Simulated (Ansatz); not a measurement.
BN:
```
CELL_PARAMETERS angstrom
      2.56008     0.00000     0.00000
     -1.28004     2.21710     0.00000
      0.00000     0.00000    12.59485
ATOMIC_POSITIONS crystal
  B  0.00000 0.00000 0.00006
  B  0.00000 0.00000 0.50006
  B  0.66667 0.33333 0.83268
  B  0.33333 0.66667 0.33268
  B  0.66667 0.33333 0.16656
  B  0.33333 0.66667 0.66656
  N  0.00000 0.00000 0.87440
  N  0.00000 0.00000 0.37440
  N  0.66667 0.33333 0.70808
  N  0.33333 0.66667 0.20808
  N  0.66667 0.33333 0.04191
  N  0.33333 0.66667 0.54191
```

Relaxed with PBE.

Task: Give the optical modes at the zone centre with their infrared and Raman activity from DFPT, PBE in the plane-wave PAW code Ansatz.

Result: Transverse frequencies, without the LO–TO term; a row sums one degenerate level.

| ω (cm⁻¹) | degeneracy | IR ((D/Å)²/amu) | Raman (Å⁴/amu) | activity | symmetry |
|---|---|---|---|---|---|
| 245 | 2 | 0.00 | 0 | silent | E2 |
| 251 | 2 | 0.00 | 0.13 | Raman | E2 |
| 416 | 2 | 0.00 | 0 | silent | E1 |
| 423 | 2 | 0.00 | 0 | silent | E1 |
| 431 | 1 | 0.00 | 0 | silent | B1 |
| 435 | 1 | 0.00 | 0 | silent | B1 |
| 479 | 2 | 0.00 | 0 | silent | E2 |
| 777 | 1 | 0.00 | 0 | silent | A1 |
| 783 | 1 | 0.07 | 0.27 | IR+Raman | A1 |
| 952 | 1 | 0.00 | 0 | silent | B1 |
| 956 | 2 | 0.00 | 7.4 | Raman | E2 |
| 966 | 2 | 0.66 | 0.51 | IR+Raman | E1 |
| 985 | 2 | 0.33 | 0.50 | IR+Raman | E1 |
| 1010 | 2 | 0.00 | 38 | Raman | E2 |
| 1017 | 2 | 0.00 | 2.1 | Raman | E2 |
| 1019 | 1 | 83.66 | 53 | IR+Raman | A1 |
| 1032 | 2 | 161.35 | 26 | IR+Raman | E1 |
| 1118 | 1 | 0.00 | 0 | silent | B1 |
| 1184 | 1 | 0.20 | 0.29 | IR+Raman | A1 |
| 1191 | 1 | 0.01 | 0.056 | Raman | A1 |
| 1235 | 1 | 0.00 | 0 | silent | B1 |
| 1247 | 1 | 0.00 | 0 | silent | B1 |

Task: How high does the top mode go among those that the LO–TO term moves?

Result: 1261 cm⁻¹ for q along x, 1261 cm⁻¹ for q along y, 1256 cm⁻¹ for q along z.

Space group P6_3mc. A made-up cell: these elements were put on the sites of a structure type. Its sites differ from those of the usual phase in this space group: another stacking or structure type. The PBE relaxation kept the symmetry of its start; its stability against distortions is not shown here.

Potentials: the later of the program's two PAW sets.
